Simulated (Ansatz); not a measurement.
Total density of states per atom from the program Ansatz at the PBE level (PAW), in 0.25 eV bins, energy from the Fermi level:

```
E (eV) | states/eV/atom
    -7.85 |  0.00
    -7.60 |  0.00
    -7.35 |  0.00
    -7.10 |  0.00
    -6.85 |  0.00
    -6.60 | #### 0.11
    -6.35 | ######## 0.20
    -6.10 | ########### 0.28
    -5.85 | ################## 0.46
    -5.60 | ############################## 0.78
    -5.35 | ########################## 0.69
    -5.10 | ############ 0.31
    -4.85 | ############ 0.31
    -4.60 | ############## 0.37
    -4.35 | ############### 0.38
    -4.10 | ############### 0.39
    -3.85 | ################ 0.43
    -3.60 | ################# 0.45
    -3.35 | ################### 0.49
    -3.10 | ##################### 0.56
    -2.85 | ######################## 0.62
    -2.60 | ####################### 0.59
    -2.35 | ###################### 0.56
    -2.10 | #################### 0.53
    -1.85 | #################### 0.51
    -1.60 | ################### 0.48
    -1.35 | ################# 0.45
    -1.10 | ################# 0.43
    -0.85 | ################ 0.41
    -0.60 | ################ 0.41
    -0.35 | ################# 0.44
    -0.10 | ################ 0.41
     0.15 | ######## 0.22
     0.40 | ##### 0.14
     0.65 | ####### 0.17
     0.90 | ######## 0.21
     1.15 | ######### 0.25
     1.40 | ########### 0.29
     1.65 | ############# 0.33
     1.90 | ############### 0.38
     2.15 | ################### 0.48
     2.40 | ######################### 0.65
     2.65 | ################## 0.46
     2.90 | ############## 0.37
     3.15 | ################# 0.43
     3.40 | ################### 0.49
     3.65 | ##################### 0.54
     3.90 | #################### 0.53
     4.15 | ################## 0.47
     4.40 | ################### 0.49
     4.65 | #################### 0.52
```

Question: Pick the material that matches.
(A) BeTe, rock salt
(B) CaS, rock salt
(C) SnTe, rock salt
(D) SrO, rock salt

Answer: A, BeTe, rock salt. Within 0.5 eV of the Fermi level: Te 5p 69 %, Be 2s 20 %, outside the projected shells 9 %. Projections are on Löwdin-orthogonalised atomic valence shells; empty p or d shells of many metals are not among them.

Space group Fm-3m (rock salt). The start of the workflow was typed in or built on a structure type; neither database checked (COD, Materials Project) lists it. COD files the formula under space group No. 216, so this cell is another polymorph or a model. Whether it is the stable phase at ambient conditions was not checked. The PBE relaxation kept the symmetry of its start; whether a distortion lowers the energy is not shown. Its formation energy is positive at this level, so the cell may be metastable or incomplete. Scalar-relativistic: spin–orbit coupling is off unless named, which matters more the heavier the elements.

Potentials: the later of the program's two PAW sets.
